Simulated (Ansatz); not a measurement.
CsPbCl$_{3}$:
```yaml
crystal:
  lattice:
    - [5.73341, 0.00000, 0.00000]
    - [0.00000, 5.73341, 0.00000]
    - [0.00000, 0.00000, 5.73341]
  atoms:
    - { symbol: Cs, position: [0.00000, 0.00000, 0.00000] }
    - { symbol: Pb, position: [0.50000, 0.50000, 0.50000] }
    - { symbol: Cl, position: [0.00000, 0.50000, 0.50000] }
    - { symbol: Cl, position: [0.50000, 0.50000, 0.00000] }
    - { symbol: Cl, position: [0.50000, 0.00000, 0.50000] }
```

Relaxed with PBE. Special points in fractions of this cell's reciprocal vectors: Γ (0.000, 0.000, 0.000); X (0.000, 0.500, 0.000); M (0.500, 0.500, 0.000); R (0.500, 0.500, 0.500).

**Question.** List the band energies nearest the valence-band maximum at these points for plane-wave PAW PBE (Ansatz code).

**Answer.** In eV from the valence-band maximum; about four levels below and three above (degenerate sets whole), none deeper than 8.9 eV; points with the same levels are listed once.

| k | below | above |
|---|---|---|
| Γ | -2.13 -2.13 -2.13 -2.05 -2.05 -2.05 | 3.67 4.74 4.74 |
| X | -2.23 -2.23 -2.22 -2.14 -2.14 -1.44 | 3.14 4.98 5.39 5.39 |
| M | -2.29 -2.29 -1.76 -0.70 | 2.71 2.71 5.03 |
| R | -1.75 -1.75 -1.75 0.00 | 2.21 2.21 2.21 |

Space group Pm-3m (cubic perovskite). This is a known high-temperature phase of the composition, computed here at zero pressure and temperature. Symmetry was held in the PBE relaxation; whether a distortion lowers the energy is not shown. Spin–orbit coupling is left out wherever it is not named.

Potentials: the later of the program's two PAW sets.
